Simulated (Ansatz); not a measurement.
Trial structures of ScB2Sb3: starts and ends

Theory: DFT PBE, scalar-relativistic, plane waves, PAW in Ansatz. Settings: cutoff 420 eV, Γ-centred meshes spaced at most about 0.3 Å⁻¹, and about 0.25 Å⁻¹ or finer for metals (2π included), Gaussian smearing. No spin polarisation in the final relaxations.

Each guess was relaxed in cell and atoms at zero pressure, within the symmetry of its start. These are static total energies at zero pressure. Coordination counts Sb atoms around B and Sc (those within 1.25 times the shortest such distance or 1.15 times the sum of covalent radii, 1.27 where that leaves under three; a plus sign parts nearer from farther groups; the shortest distance is added where it exceeds 1.18 times the sum of covalent radii; a slash parts the counts of unlike sites).

```csv
guess,made from,start group,V start (Å³/atom),end group,V end (Å³/atom),coordination at the end,gap on mesh (eV),E over the lowest end (meV/atom)
1,random cell,Immm,25.3,Immm,28.8,"Sc 6, B 2",0,462
2,ScCo3B2 type,P6/mmm,19.5,P6/mmm,20.0,"Sc 12, B 6",0,272
3,NaH2Pd3 type,Cmmm,17.6,Cmmm,19.4,"Sc 10, B 5",0,48
4,Li3Tl2Cd type,P4/mmm,19.8,P4/mmm,21.0,"Sc 8, B 4",0,167
5,Zr3TiCu2 type,P4mm,25.0,P4mm,19.6,"Sc 1+4, B 4 from 2.6 Å/5",0,0
6,Ho2AlFe3 type,R-3m,21.5,?,?,?,?,?
```

Guess 6 as it starts:

```
Sc B Sb
1.0
     2.82763    1.63253    4.65816
    -2.82763    1.63253    4.65816
     0.00000   -3.26507    4.65816
Sc B Sb
1 2 3
Direct
  0.00000 0.00000 0.00000
  0.37773 0.37773 0.37773
  0.62227 0.62227 0.62227
  0.00000 0.50000 0.00000
  0.00000 0.00000 0.50000
  0.50000 0.00000 0.00000
```

Q: Predict the end of this guess and its energy over the lowest end.

A: It ends in space group R-3m (No. 166), with a = 6.278 Å, c = 13.968 Å, 26.5 Å³/atom and no gap. It lies 0.59 eV/atom over the lowest end, above guess 1 and so the highest of the set. Counting Sb atoms around B and Sc, this end has Sc 6, B 3 and the lowest (guess 5) has Sc 1+4, B 4 from 2.6 Å/5. The lowest (guess 5) holds Sb–Sb pairs (shortest 2.91 Å); in this end the shortest Sb–Sb distance is 3.14 Å, near bonding range too.

```cif
data_structure
_symmetry_space_group_name_H-M 'R-3m:H'
_symmetry_Int_Tables_number 166
_cell_length_a 6.2776
_cell_length_b 6.2776
_cell_length_c 13.9679
_cell_angle_alpha 90.000
_cell_angle_beta 90.000
_cell_angle_gamma 120.000
_cell_volume 476.70
loop_
_atom_site_label
_atom_site_type_symbol
_atom_site_symmetry_multiplicity
_atom_site_Wyckoff_symbol
_atom_site_fract_x
_atom_site_fract_y
_atom_site_fract_z
_atom_site_occupancy
Sc1 Sc 3 a 0.00000 0.00000 0.00000 1
B1 B 6 c 0.33333 0.66667 0.95916 1
Sb1 Sb 9 d 0.83333 0.16667 0.16667 1
```

Energies over the elements count from the elements' standard structures at the same level, with no fitted energy shifts.

Q: Is the lowest end bound against the elements?

A: No: its formation energy is +0.50 eV/atom. The separate elements lie lower, so it is unstable against them.

These runs have no spin–orbit coupling, which can matter for Sb. Cells relaxed within their symmetry can be saddle points. A lower structure may well exist outside this small set. Some structure types and database cells were kept out of the candidates from the start, so a known form may be missing.
